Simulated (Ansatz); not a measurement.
KI:
```yaml
crystal:
  lattice:
    - [0.00000, 3.50320, 3.50320]
    - [3.50320, 0.00000, 3.50320]
    - [3.50320, 3.50320, 0.00000]
  atoms:
    - { symbol: K, position: [0.00000, 0.00000, 0.00000] }
    - { symbol: I, position: [0.50000, 0.50000, 0.50000] }
```

Relaxed with PBEsol. Special points in fractions of this cell's reciprocal vectors: Γ (0.000, 0.000, 0.000); X (0.500, 0.000, 0.500); U (0.625, 0.250, 0.625); K (0.375, 0.375, 0.750); L (0.500, 0.500, 0.500); W (0.500, 0.250, 0.750).

Task: List the band energies nearest the valence-band maximum at these points for DFT-PBEsol in the program Ansatz with PAW potentials.

Result: In eV from the valence-band maximum; about four levels below and three above (degenerate sets whole), none deeper than 8.9 eV; points with the same levels are listed once.

```
k              below                above
-  -----------------  -------------------
Γ     0.00 0.00 0.00  3.87 6.43 6.43 6.43
X  -1.06 -0.39 -0.39       4.79 5.74 8.11
U  -0.91 -0.81 -0.41       5.50 6.64 7.57
L  -1.41 -0.36 -0.36  5.41 7.68 8.14 8.14
W  -0.77 -0.77 -0.64       6.38 6.38 6.64
```

Space group Fm-3m (rock salt). The cell was relaxed with PBEsol under the symmetry of its start. Scalar-relativistic: spin–orbit coupling is off unless named, which matters more the heavier the elements.

Potentials: the later of the program's two PAW sets.
